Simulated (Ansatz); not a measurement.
Tl:
```xyz
2
Lattice="3.4611 0.0000 0.0000 -1.7306 2.9974 0.0000 0.0000 0.0000 5.5124" Properties=species:S:1:pos:R:3 pbc="T T T"
Tl     0.0000     1.9983     4.1343
Tl     1.7306     0.9991     1.3781
```

Relaxed with PBEsol. Special points in fractions of this cell's reciprocal vectors: Γ (0.000, 0.000, 0.000); M (0.500, 0.000, 0.000); K (0.333, 0.333, 0.000); A (0.000, 0.000, 0.500); L (0.500, 0.000, 0.500); H (0.333, 0.333, 0.500).

### Question
List the band energies nearest the Fermi level at these points for DFT-PBEsol in the program Ansatz with PAW potentials.

### Answer
In eV from the Fermi level; about four levels below and three above (degenerate sets whole), none deeper than 8.9 eV; points with the same levels are listed once.

```
k                    below                          above
-  -----------------------  -----------------------------
Γ              -5.11 -2.89            7.89 7.89 9.98 9.98
M        -5.84 -4.75 -0.73                 0.48 1.29 3.75
K        -4.67 -4.67 -1.39                 1.74 1.74 2.76
A              -8.66 -8.66  3.35 3.35 8.87 8.87 8.87 8.87
L  -4.77 -4.77 -2.34 -2.34            5.49 5.49 6.13 6.13
H  -4.13 -4.13 -0.98 -0.98            0.15 0.15 7.65 7.65
```

Space group P6_3/mmc (hcp (Mg type)). The PBEsol relaxation kept the symmetry of its start. Spin–orbit coupling is left out wherever it is not named.

Potentials: the earlier of the program's two PAW sets. The files were generated under PBE; for other functionals the program regenerates the frozen cores, and for LDA and PBEsol the local potential too.
